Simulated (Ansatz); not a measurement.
The start is a generated cell, Ru built in the AFLOW prototype A_hR3_166_ac (C19, as in Sm). The cell and all atomic positions are relaxed at zero pressure with PBEsol (plane waves to 420 eV, PAW, scalar-relativistic; Ansatz, an electronic-structure program). First-step values are on the input's coarse k-mesh.

Ansatz input (later rounds restart from its end on a renewed k-mesh):
Ansatz 0.2 input:
```yaml
crystal:
  lattice:
    - [1.3423543, 0.7750086, 6.4884881]
    - [-1.3423543, 0.7750086, 6.4884881]
    - [0, -1.5500172, 6.4884881]
  atoms:
    - { symbol: Ru, position: [0, 0, 0] }
    - { symbol: Ru, position: [0.22222, 0.22222, 0.22222] }
    - { symbol: Ru, position: [0.77778, 0.77778, 0.77778] }
basis: { ecutwfc: 420, ecutrho_ratio: 4, xc_grid: 2, fft_grid_basis: typed }
kpoints: { mp_grid: { grid: [14, 14, 14] } }
hamiltonian:
  xc: pbesol
  dispersion: none
  pseudopotentials: { azcp: { folder: ./paw }, kind: paw }
scf: { occupations: { method: fermi_dirac, width: 0.05 } }
relax: { f_tol: 0.01, max_steps: 100, cell: { stress_tol: 0.02 } }
output: { forces: true, stress: true }
```

Question: How large is the pressure on the unrelaxed cell, and of which sign?

Answer: -3.8 GPa (negative: the cell is under tension).

Question: What is the largest force in the starting geometry, and on which atom (counted from 1)?

Answer: 0.69 eV/Å, on Ru2, Ru3 (atoms numbered as listed).

Question: By how much does the energy per atom fall from start to end?

Answer: 0.01 eV/atom.

Question: How does the volume per atom move from start to end?

Answer: -1.1 %, from 13.50 to 13.36 Å³/atom.

Question: How do the shortest distances between atoms change?

Answer: The closest pairs of elements (up to four, under 3.6 Å), start → end: Ru–Ru 2.66 → 2.59 Å.

Question: What does it relax into? Give the structure.

Answer: 
Space group R-3m, hexagonal axes (No. 166); a = b = 2.688 Å, c = 19.219 Å, α = β = 90.00°, γ = 120.00°

| atom | site | symmetry | x | y | z |
|---|---|---|---|---|---|
| Ru | 3a | -3m | 0.0000 | 0.0000 | 0.0000 |
| Ru | 6c | 3m | 0.0000 | 0.0000 | 0.2207 |
(The calculation used a cell of 3 atoms; values per cell refer to that cell.)

The space group stays R-3m (No. 166) (the run could not lower it); the end is AFLOW prototype A_hR3_166_ac (C19, as in Sm), with 3 atoms in the primitive cell. Final values are on a 20×20×20 k-mesh of the relaxed cell. No spin polarisation in the result.

The run could not lose the symmetry of its start: the end is stationary, and may be a saddle point rather than a minimum.

The relaxed structure here is a generated cell of Ru: the first start was made by placing the elements on the sites of a structure type, and the end was not matched to a known phase here, so it may be hypothetical. Known forms of Ru include space group No. 194.
